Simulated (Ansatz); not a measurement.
SiSnPt5:
```
CELL_PARAMETERS angstrom
      3.97894     0.00000     0.00000
      0.00000     3.97894     0.00000
      0.00000     0.00000     7.03971
ATOMIC_POSITIONS crystal
  Si 0.00000 0.00000 0.50000
  Sn 0.50000 0.50000 0.00000
  Pt 0.00000 0.50000 0.29560
  Pt 0.00000 0.50000 0.70440
  Pt 0.50000 0.00000 0.29560
  Pt 0.50000 0.00000 0.70440
  Pt 0.00000 0.00000 0.00000
```

Relaxed with r²SCAN. Special points in fractions of this cell's reciprocal vectors: Γ (0.000, 0.000, 0.000); X (0.000, 0.500, 0.000); M (0.500, 0.500, 0.000); Z (0.000, 0.000, 0.500); R (0.000, 0.500, 0.500); A (0.500, 0.500, 0.500).

Question: List the band energies nearest the Fermi level at these points for DFT-r²SCAN in the program Ansatz with PAW potentials.

Answer: In eV from the Fermi level; about four levels below and three above (degenerate sets whole), none deeper than 8.9 eV; points with the same levels are listed once.

```tsv
k	below	above
Γ	-1.38 -1.38 -1.23 -0.70 -0.70	0.14 0.19 2.51
X	-2.37 -1.44 -1.39 -0.96	0.06 0.41 3.66
M	-1.59 -1.29 -0.44 -0.44	0.09 1.13 1.13
Z	-2.23 -2.23 -1.41 -1.32 -0.39	0.14 0.19 1.23
R	-2.10 -2.05 -1.60 -0.89	1.84 2.43 3.08
A	-2.18 -1.59 -1.06 -0.58	0.63 0.63 1.02 1.02
```

Space group P4/mmm. The workflow started from a Materials Project entry (that database holds measured and hypothetical structures alike); the Crystallography Open Database copy checked does not list it. Whether it is the stable phase at ambient conditions was not checked. Symmetry was held in the r²SCAN relaxation; its stability against distortions is not shown here. No spin polarisation was allowed. Spin–orbit coupling is left out wherever it is not named.

Potentials: the later of the program's two PAW sets.
